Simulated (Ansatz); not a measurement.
Elastic constants of Si7Ge: input and output

Level of theory: DFT LDA, scalar-relativistic, plane waves, PAW in Ansatz.

Launched with:
```bash
ansatz run input.yaml --threads 4 --pin off --max-ram 12288MiB --backend cpu --events-out ev --progress --plain --runs-dir out
```

Input (bare energies are in eV):
```yaml
crystal:
  lattice:
    - [5.4249226322, 0.0, 0.0]
    - [0.0, 5.4249226322, 0.0]
    - [0.0, 0.0, 5.4249226322]
  atoms:
    - { symbol: Si, position: [0.2524110154, 0.2524110154, 0.2524110154] }
    - { symbol: Si, position: [0.0, 0.5, 0.5] }
    - { symbol: Si, position: [0.5, 0.5, 0.0] }
    - { symbol: Si, position: [0.5, 0.0, 0.5] }
    - { symbol: Si, position: [0.7475889846, 0.2524110154, 0.7475889846] }
    - { symbol: Si, position: [0.7475889846, 0.7475889846, 0.2524110154] }
    - { symbol: Si, position: [0.2524110154, 0.7475889846, 0.7475889846] }
    - { symbol: Ge, position: [0.0, 0.0, 0.0] }
basis:
  ecutwfc: 420
kpoints:
  mp_grid: { grid: [8, 8, 8] }
hamiltonian:
  xc: lda
scf:
  occupations: { method: fixed }
output:
  forces: true
  stress: true
  eigenvalues: true
  polarization: {}
elastic:
  mode: clamped_ion
  stencil: two_point
```

From the output:
```
--- Elastic constants: 2 strain directions × 2 members + reference (group order 24) ---
  dense FFT box of the reference and of every strained cell: 40×40×40
  strains applied: 11, 23; error gains: componentwise 1.00 (the most a stress slope's error grows in a printed constant), spectral 1.73 (1 for all six strains in a standard setting)
  C = ∂σ_k/∂η_j (tension-positive GPa; Voigt order 11 22 33 23 13 12):
       156.594     62.181     62.181      0.000     -0.000     -0.000
        62.181    156.594     62.181     -0.000      0.000      0.000
        62.181     62.181    156.594     -0.000      0.000      0.000
        -0.000      0.000     -0.000    103.534     -0.000     -0.000
        -0.000     -0.000     -0.000      0.000    103.534      0.000
         0.000     -0.000     -0.000     -0.000      0.000    103.534
  reference stress σ⁰ (GPa):     -0.003     -0.003     -0.003      0.000      0.000     -0.000
  C* (energy form; C + prestress term) asymmetry max|C*_kj − C*_jk| = 2.132e-14 GPa — a small one proves nothing (zero by symmetry where the batch's group is 432, −43m or m−3m); a large one is finite-difference/SCF noise where every solve ...
  moduli (Voigt/Reuss/Hill, GPa): K = 93.65/93.65/93.65   G = 81.00/70.08/75.54   E = 178.61   ν = 0.182
  mechanically stable: yes (min eigenvalue of sym C = 94.41 GPa)
  e, the proper piezoelectric tensor (elastic.mode: clamped_ion; C/m²; rows x y z; Voigt order 11 22 33 23 13 12):
       0.00000   -0.00000   -0.00000    0.02011   -0.00000    0.00000
       0.00000   -0.00000    0.00000   -0.00000    0.02011   -0.00000
       0.00000   -0.00000    0.00000   -0.00000   -0.00000    0.02011
  ±, each entry's uncertainty from the finite density of the strings (C/m²), an estimate: the size of the correction for it that the entry includes:
       0.00000    0.00000    0.00000    0.00021    0.00000    0.00000
       0.00000    0.00000    0.00000    0.00000    0.00021    0.00000
       0.00000    0.00000    0.00000    0.00000    0.00000    0.00021
  the group's symmetry takes up to 1.0e-7 C/m² out of the measured responses: error of the strings' finite density and of the mesh across them, as far as it breaks the symmetry (raise kpoints.mp_grid and any string_points); the largest step ...
  strain η (Voigt 11):  stress-route row diagonal C_11 = 156.59 GPa, energy-path curvature d²(F+E_count+ΔE)/dδ²/Ω₀ = 156.79 GPa
         δ    σ_11 (GPa) F (eV) n_scf n_hpsi n_pw
    -2.000e-3      -0.3166       -8476.2306231       9   45130   3136
     2.000e-3       0.3098       -8476.2306352       9   44545   3146
  strain η (Voigt 23):  stress-route row diagonal C_44 = 103.53 GPa, energy-path curvature d²(F+E_count+ΔE)/dδ²/Ω₀ = 103.71 GPa
         δ    σ_23 (GPa) F (eV) n_scf n_hpsi n_pw
    -2.000e-3      -0.2071       -8476.2307360       9   61290   3136
     2.000e-3       0.2071       -8476.2307360       9   61305   3136
--- Formal polarisation (Berry phase): one branch of a lattice of values; only differences between neighbouring runs are physical ---
  axis mesh electronic ionic p = total spread (rad) least overlap resolved gap  δp at fixed H ≤   (phases in cycles; p mod 2; gap in eV; gap and δp judge the states as solved, not the mesh's step, its ...
  b1    8×8×8           0.00000000    12.00000000    12.00000000      0.004526         0.9164        0.2580           1.7e-5
  b2    8×8×8           0.00000000    12.00000000    12.00000000      0.004526         0.9164        0.2580           1.7e-5
  b3    8×8×8           0.00000000    12.00000000    12.00000000      0.004526         0.9164        0.2580           1.7e-5
  quantum along a1:   0.06795836 e/Å² =   108.881299 µC/cm²
  quantum along a2:   0.06795836 e/Å² =   108.881299 µC/cm²
  quantum along a3:   0.06795836 e/Å² =   108.881299 µC/cm²
  P = (  0.40775017,   0.40775017,   0.40775017) e/Å² = (  653.287791,   653.287791,   653.287791) µC/cm²  (mod the quanta)
```

It took 83 s on 4 threads of Oxide Virtual Turin-like Processor (Zen 5), with other jobs on the host, peak memory 1.1 GiB.

Clamped-ion constants are upper bounds: once the atoms relax, a strain can turn out softer or unstable.